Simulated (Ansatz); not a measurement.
PbF2: levels along high-symmetry lines

```
Pb F
1.0
     0.00000    2.96985    2.96985
     2.96985    0.00000    2.96985
     2.96985    2.96985    0.00000
Pb F
1 2
Direct
  0.00000 0.00000 0.00000
  0.25000 0.25000 0.25000
  0.75000 0.75000 0.75000
```

Atom numbers follow the list: Pb1, F2, F3.

Conventional cell: a = 5.940 Å, b = 5.940 Å, c = 5.940 Å, α = 90.00°, β = 90.00°, γ = 90.00°. Pb (atom 1) is surrounded by 8 F at 2.57 Å. Around F (atom 2) lie 4 Pb at 2.57 Å.

The cell is COD entry 9014557, as deposited and not checked against the literature; nothing was relaxed.

Spin–orbit coupling is left out, though it moves levels of the heavy atoms by tenths of an eV or more.

Computed with Ansatz 0.2.0, DFT, PBE, all-electron LAPW, scalar-relativistic.

Settings: a Γ-centred 7×7×7 k mesh, Fermi–Dirac smearing of 0.03 eV, basis error target 0.5 meV/atom, no spin polarisation.

Points in fractions of the reciprocal vectors of this cell: Γ (0, 0, 0), X (0.5, 0, 0.5), U (0.625, 0.25, 0.625), K (0.375, 0.375, 0.75), L (0.5, 0.5, 0.5), W (0.5, 0.25, 0.75). The path joins them by straight lines in the order Γ–X–U–K–Γ–L–W–X; legs that retrace an earlier one aren't tabulated. Energies are in eV from the top of the valence band.

Task: Is there a gap, and where are the band edges?

Result: 4.41 eV, indirect from W (0.5, 0.25, 0.75) to X (0.5, 0, 0.5).

Task: List the levels between -14 and 8 eV at the symmetry points.

Result: 
Γ: -4.64, -2.44 (×3), -1.95 (×3), 6.77 (×3)
X: -6.39, -3.51 (×2), -1.53 (×3), -0.15, 4.41, 7.87 (×2)
U: -6.31, -3.45, -3.28, -2.04, -1.68, -1.54, -0.03, 5.31, 6.66, 7.86
K: -6.31, -3.45, -3.28, -2.04, -1.68, -1.54, -0.03, 5.31, 6.66, 7.86
L: -5.89, -2.98, -2.64 (×2), -2.12 (×2), -0.03, 5.02, 7.65 (×2)
W: -6.34, -3.68, -2.64 (×2), -1.59, -1.47, 0.00, 6.05 (×2), 7.48
